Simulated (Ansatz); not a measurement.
Input file for Ansatz (a quantum-chemistry and plane-wave program):

Ansatz 0.2 input:
```yaml
crystal:
  lattice:
    - [-4.386709987, 4.386709987, 4.386709987]
    - [4.386709987, -4.386709987, 4.386709987]
    - [4.386709987, 4.386709987, -4.386709987]
  atoms:
    - { symbol: Si, position: [0.5, 0.75, 0.25] }
    - { symbol: Si, position: [0.25, 0.5, 0.75] }
    - { symbol: Si, position: [0.5, 0.25, 0.75] }
    - { symbol: Si, position: [0.75, 0.5, 0.25] }
    - { symbol: Si, position: [0.75, 0.25, 0.5] }
    - { symbol: Si, position: [0.25, 0.75, 0.5] }
    - { symbol: O, position: [0.6856661939, 0.3952435657, 0.0] }
    - { symbol: O, position: [0.6047564343, 0.6047564343, 0.2904226283] }
    - { symbol: O, position: [0.3952435657, 0.6856661939, 0.0] }
    - { symbol: O, position: [0.3143338061, 0.3143338061, 0.7095773717] }
    - { symbol: O, position: [0.0, 0.6856661939, 0.3952435657] }
    - { symbol: O, position: [0.2904226283, 0.6047564343, 0.6047564343] }
    - { symbol: O, position: [0.0, 0.3952435657, 0.6856661939] }
    - { symbol: O, position: [0.7095773717, 0.3143338061, 0.3143338061] }
    - { symbol: O, position: [0.3952435657, 0.0, 0.6856661939] }
    - { symbol: O, position: [0.6047564343, 0.2904226283, 0.6047564343] }
    - { symbol: O, position: [0.6856661939, 0.0, 0.3952435657] }
    - { symbol: O, position: [0.3143338061, 0.7095773717, 0.3143338061] }
kpoints:
  mp_grid: { grid: [4, 4, 4] }
hamiltonian:
  xc: r2scan
  pseudopotentials: { azcp: { folder: ./paw }, kind: paw }
scf:
  occupations: { method: fixed }
output:
  optics: { e_range: [0.0, 15.0], de: 0.05, sigma: 0.1, bands: { spectra_wanted_up_to: 12 eV } }
```

Output (shortened):

```
output.optics: the spectra are integrated over the Brillouin zone by k·p interpolation around the k-points, where levels, occupations, output.optics.sigma and …
Pseudopotential: Si, paw, valence charge 4
Pseudopotential: O, paw, valence charge 6
Functional definition: r2SCAN
Crystal: 18 atoms, lattice volume = 337.658 Å³
Basis set: ecut = 500 eV, 8583 PW (Γ), exchange–correlation on 240×240×240 points (64 copies of the dense FFT grid, shifted against one another)
Bands: 66, of which v1, the nominal top of the filled ones, is band 48 counted from 1 (47 counted from 0)
Symmetry: 24 space group operations
Space group: I-43m (ITA 217), of the structure as read, at distance tolerance 7.0e-5 Å
k-points: 8 of 64 (time reversal used)
SCF iter   1: F=—  HF=-10688.205910 eV  |F-HF|=—  |Δ(HF+E_count)|=         —  Δρ=1.09e-1  dr2=3.70e1  dr2_τ=4.21e0  ethr=3.10e-3  ⟨swp⟩=4.9  Hψ=2079  notcnv=0  defer=122
preconditioner: auto → Resta (q_TF=auto, 2.212 Å⁻¹)
SCF iter   2: F=—  HF=-10679.433829 eV  |F-HF|=—  |Δ(HF+E_count)|=    8.77e0  Δρ=3.72e-2  dr2=1.97e0  dr2_τ=8.42e-1  ethr=3.10e-3  ⟨swp⟩=3.1  Hψ=1366  notcnv=0  defer=119
SCF iter   3: F=—  HF=-10680.184013 eV  |F-HF|=—  |Δ(HF+E_count)|=   7.50e-1  Δρ=1.81e-2  dr2=6.19e-1  dr2_τ=4.31e-2  ethr=2.05e-3  ⟨swp⟩=3.1  Hψ=485  notcnv=0  defer=118
SCF iter   4: F=—  HF=-10680.304717 eV  |F-HF|=—  |Δ(HF+E_count)|=   1.21e-1  Δρ=1.25e-3  dr2=5.88e-3  dr2_τ=3.79e-4  ethr=6.45e-4  ⟨swp⟩=4.0  Hψ=892  notcnv=0  defer=125
SCF iter   5: F=—  HF=-10680.313736 eV  |F-HF|=—  |Δ(HF+E_count)|=   9.02e-3  Δρ=2.55e-4  dr2=4.31e-4  dr2_τ=2.45e-5  ethr=6.12e-6  ⟨swp⟩=4.1  Hψ=887  notcnv=0  defer=123
SCF iter   6: F=—  HF=-10680.314943 eV  |F-HF|=—  |Δ(HF+E_count)|=   1.21e-3  Δρ=6.43e-5  dr2=2.56e-5  dr2_τ=2.04e-6  ethr=4.49e-7  ⟨swp⟩=4.1  Hψ=755  notcnv=0  defer=123
SCF iter   7: F=—  HF=-10680.315219 eV  |F-HF|=—  |Δ(HF+E_count)|=   2.76e-4  Δρ=1.28e-5  dr2=1.10e-6  dr2_τ=6.26e-8  ethr=2.66e-8  ⟨swp⟩=4.1  Hψ=751  notcnv=0  defer=123
SCF iter   8: F=—  HF=-10680.315558 eV  |F-HF|=—  |Δ(HF+E_count)|=   3.39e-4  Δρ=2.72e-6  dr2=4.02e-8  dr2_τ=1.92e-9  ethr=1.15e-9  ⟨swp⟩=2.9  Hψ=828  notcnv=0  defer=123
SCF iter  11: F=-10680.315560 eV  HF=-10680.315560 eV  |F-HF|=7.28e-12  |Δ(HF+E_count)|=  4.84e-10  Δρ=1.71e-8  dr2=6.74e-13  dr2_τ=6.35e-14  ethr=1.00e-12  ⟨swp⟩=17.0  Hψ=3211  notcnv=0
SCF 1 converged in 11 iterations: F = -10680.315560 eV  dr2 = 6.74e-13
NSCF: frozen V_eff on 8 k-points
Optics k sum: 0 of 8 k-points
Optics k sum: 1 of 8 k-points
Optics k sum: 2 of 8 k-points
Optics k sum: 3 of 8 k-points
Optics k sum: 4 of 8 k-points
Optics k sum: 5 of 8 k-points
Optics k sum: 6 of 8 k-points
Optics k sum: 7 of 8 k-points
Optics k sum: 8 of 8 k-points
Optics k sum: 0 of 8 k-points
Optics k sum: 1 of 8 k-points
Optics k sum: 2 of 8 k-points
Optics k sum: 3 of 8 k-points
Optics k sum: 4 of 8 k-points
Optics k sum: 5 of 8 k-points
Optics k sum: 6 of 8 k-points
Optics k sum: 7 of 8 k-points
Optics k sum: 8 of 8 k-points
output.optics: what the bands over the 106 summed would add to eps1, eps2 and the energy-loss function is held between a lower and an upper bound (10 Lanczos …
SCF converged after 11 iterations
Free energy (F): -10680.315560 eV
Harris-Foulkes:  -10680.315560 eV  (|F-HF|=7.28e-12)
Internal energy: -10680.315560 eV  (E = F + TS)
E sigma→0 (E₀):  -10680.315560 eV
Fermi energy:    -1.317772 eV
--- Per-component energies (eV) ---
  E_band       = -804.936330
  E_kinetic    = 2350.994328
  E_local      = -9451.482540  (includes V_loc(G=0)·N_el)
  E_nonlocal   = 748.254919
  E_hartree    = 3786.751761
  E_xc         = -1179.482121
  E_vxc        = -1555.625457  (∫ρ·V_xc dr)
  E_paw        = -5102.053766  (= ΣΔE_a)
  E_vpaw       = -568.862499  (= ΣTr[D̂ρ^β])
  E_aug_tail   = 0.003373  (compensation charges beyond the density's cutoff)
  E_vtau       = 98.277976  (kinetic-family band-sum trace: ∫τ·v_τ [+ j·A + Jᵃ·Aᵃ] dr)
  E_ewald      = -1832.459622
  E_core_change = -0.841892  (= ΣΔE_core)
  E_smearing   =  0.000000  (= −TS)
  E_closure    = 0.000000  (closes the sum)
  Σ components = -10680.315560   (vs F -10680.315560, Δ=0.00e0)
  [band-id]    e_kinetic+e_local+e_nonlocal+2·e_hartree+e_vxc+e_vpaw+e_augmentation_tail+e_vtau = -804.936379   (vs E_band -804.936330, Δ=-4.90e-5)
--- Band table (eV; the first three rows and the last of 8) ---
  k-point 0: bands = ["-21.5778", "-20.6519", "-20.6519", "-20.6519", "-20.2227", "-20.2227", "-19.5499", "-19.5499", "-19.5499", "-19.5405", "-19.5405", "-19.5405", "-9.6435", "-9.6435", "-8.7485", "-8.7485", "-8.7485", "-6.7851", "-6.7851", "-6.7851", …
  k-point 1: bands = ["-21.4981", "-20.8930", "-20.6741", "-20.6548", "-20.1824", "-20.0420", "-19.5647", "-19.5592", "-19.5499", "-19.5420", "-19.5388", "-19.5385", "-9.9680", "-9.7001", "-8.7924", "-8.7021", "-8.2464", "-6.9141", "-6.8552", "-6.8181", …
  k-point 2: bands = ["-21.3373", "-21.1539", "-20.6936", "-20.6578", "-20.1432", "-19.9185", "-19.5835", "-19.5724", "-19.5512", "-19.5401", "-19.5390", "-19.5347", "-10.1749", "-9.7507", "-8.8341", "-8.6627", "-7.7369", "-7.1658", "-6.8951", "-6.8277", …
  k-point 7: bands = ["-21.1733", "-21.1733", "-20.6637", "-20.6637", "-20.6637", "-19.6310", "-19.5422", "-19.5422", "-19.5422", "-19.5314", "-19.5314", "-19.5314", "-10.8330", "-8.9280", "-8.9280", "-8.9280", "-7.1686", "-7.1686", "-6.7667", "-6.7667", …
```

Cost: very roughly 5 core-minutes on shared cores.

The first step of the workflow began from a Materials Project structure, measured or hypothetical; the Crystallography Open Database copy checked does not list it. It is not the phase usual at ambient conditions (space group No. 92, 152, 154). Symmetry was held in the r²SCAN relaxation; whether a distortion lowers the energy is not shown.

Potentials: the earlier of the program's two PAW sets. The files were generated under PBE; for other functionals the program regenerates the frozen cores, and for LDA and PBEsol the local potential too.

Ansatz is a plane-wave DFT program.
